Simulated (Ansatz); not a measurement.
An Ansatz input and the part of its output that reports the observables at the nuclei.

The start is an entry of the Crystallography Open Database (COD).

```yaml
crystal:
  lattice:
    - [5.4568, 0.0, 0.0]
    - [-0.7546831054, 5.659100463, 0.0]
    - [-1.6953974845, -0.4601876033, 7.0506394872]
  atoms:
    - { symbol: Cr, position: [0.0, 0.0, 0.0] }
    - { symbol: H, position: [0.938, 0.723, 0.269] }
    - { symbol: H, position: [0.062, 0.277, 0.731] }
    - { symbol: H, position: [0.12, 0.91, 0.365] }
    - { symbol: H, position: [0.88, 0.09, 0.635] }
    - { symbol: H, position: [0.42, 0.766, 0.284] }
    - { symbol: H, position: [0.58, 0.234, 0.716] }
    - { symbol: H, position: [0.291, 0.613, 0.39] }
    - { symbol: H, position: [0.709, 0.387, 0.61] }
    - { symbol: H, position: [0.253, 0.573, 0.183] }
    - { symbol: H, position: [0.747, 0.427, 0.817] }
    - { symbol: S, position: [0.65572, 0.25201, 0.22578] }
    - { symbol: S, position: [0.34428, 0.74799, 0.77422] }
    - { symbol: "N", position: [0.0712, 0.8219, 0.2575] }
    - { symbol: "N", position: [0.9288, 0.1781, 0.7425] }
    - { symbol: "N", position: [0.274, 0.6762, 0.2794] }
    - { symbol: "N", position: [0.726, 0.3238, 0.7206] }
    - { symbol: O, position: [0.862, 0.2695, 0.1197] }
    - { symbol: O, position: [0.138, 0.7305, 0.8803] }
    - { symbol: O, position: [0.4063, 0.2378, 0.0916] }
    - { symbol: O, position: [0.5937, 0.7622, 0.9084] }
    - { symbol: O, position: [0.7047, 0.4685, 0.3545] }
    - { symbol: O, position: [0.2953, 0.5315, 0.6455] }
    - { symbol: O, position: [0.6709, 0.0417, 0.339] }
    - { symbol: O, position: [0.3291, 0.9583, 0.661] }
kpoints:
  mp_grid: { grid: [4, 4, 3] }
scf:
  occupations: { method: fermi_dirac, width: 0.02 }
hamiltonian:
  xc: r2scan
  pseudopotentials: { kind: paw }
output:
  forces: true
  stress: true
  populations: true
  efg:
    quadrupole_moments_barn: { Cr: -0.15, H: 0.00285783, S: -0.0694, "N": 0.02044, O: -0.02558 }
    contact_densities: true
  write_density: true
  write_potential: true
  elf: true
  volumetric_format: npy
relax:
  f_tol: 0.02
  max_steps: 60
```

```sh
ansatz run input.yaml --threads 4 --pin off --max-ram 8192MiB --backend cpu --events-out ev --progress --plain --runs-dir out
```

The run relaxes the ions first, and the block belongs to the relaxed positions.

Of the output, the block on the nuclei alone is shown; the set-up, the SCF iterations, energies, forces and stress are cut. One atom of each set with nearly equal values is shown.

```
--- PAW observables at the nuclei: V_zz in 10²¹ V/m², potentials from the cell's mean, atoms counted from 1 ---
  atom   1  Cr V_zz =   -16.532505   η = 0.6530   by run symmetry: allowed   C_q = +59.9631 MHz
            electrostatic potential = -2853.344083 V   contact ρ = 76232.475794 e/Å³
  atom   2  H  V_zz =    +2.914158   η = 0.1383   by run symmetry: allowed   C_q = +0.2014 MHz
            electrostatic potential = -37.090015 V   contact ρ = 3.021119 e/Å³
  atom   4  H  V_zz =    +3.322209   η = 0.1130   by run symmetry: allowed   C_q = +0.2296 MHz
            electrostatic potential = -36.925256 V   contact ρ = 3.134823 e/Å³
  atom   6  H  V_zz =    +2.454845   η = 0.0568   by run symmetry: allowed   C_q = +0.1696 MHz
            electrostatic potential = -36.261550 V   contact ρ = 2.876817 e/Å³
  atom   8  H  V_zz =    +2.483420   η = 0.0657   by run symmetry: allowed   C_q = +0.1716 MHz
            electrostatic potential = -36.223399 V   contact ρ = 2.907037 e/Å³
  atom  10  H  V_zz =    +3.046092   η = 0.0659   by run symmetry: allowed   C_q = +0.2105 MHz
            electrostatic potential = -36.197152 V   contact ρ = 2.994931 e/Å³
  atom  12  S  V_zz =    -1.126506   η = 0.3625   by run symmetry: allowed   C_q = +1.8904 MHz
            electrostatic potential = -1622.454869 V   contact ρ = 19725.230235 e/Å³
  atom  14  N  V_zz =   +10.398125   η = 0.8451   by run symmetry: allowed   C_q = +5.1391 MHz
            electrostatic potential = -508.226427 V   contact ρ = 1409.649125 e/Å³
  atom  16  N  V_zz =    +6.109248   η = 0.1891   by run symmetry: allowed   C_q = +3.0194 MHz
            electrostatic potential = -507.162487 V   contact ρ = 1408.289136 e/Å³
  atom  18  O  V_zz =   +14.303720   η = 0.0679   by run symmetry: allowed   C_q = -8.8472 MHz
            electrostatic potential = -618.456034 V   contact ρ = 2152.238547 e/Å³
  atom  20  O  V_zz =   +14.544527   η = 0.0109   by run symmetry: allowed   C_q = -8.9961 MHz
            electrostatic potential = -618.416847 V   contact ρ = 2152.209908 e/Å³
  atom  22  O  V_zz =   +13.423623   η = 0.1041   by run symmetry: allowed   C_q = -8.3028 MHz
            electrostatic potential = -618.778215 V   contact ρ = 2153.015548 e/Å³
  atom  24  O  V_zz =   +13.179858   η = 0.1263   by run symmetry: allowed   C_q = -8.1520 MHz
            electrostatic potential = -618.775963 V   contact ρ = 2153.121667 e/Å³
```

The relaxation (10 steps) took 2.9 min of wall time (11 min of CPU time) and 1.7 GiB at its peak, on 4 threads of AMD EPYC 7R43 64-Core Processor (Zen 3) (x86_64; 48 cores open to the job, memory cap 8.0 GiB, no GPU), a shared host with a load of 0.4 a core.

The run isn't spin-polarised; if Cr carries unpaired electrons in the real compound, its values differ. The lattice is static: at room temperature NH₃ may turn and average the couplings of its hydrogen. With a gap of 0.3 eV on this mesh, the gradients can still move by some per cent as the k-mesh gets denser.
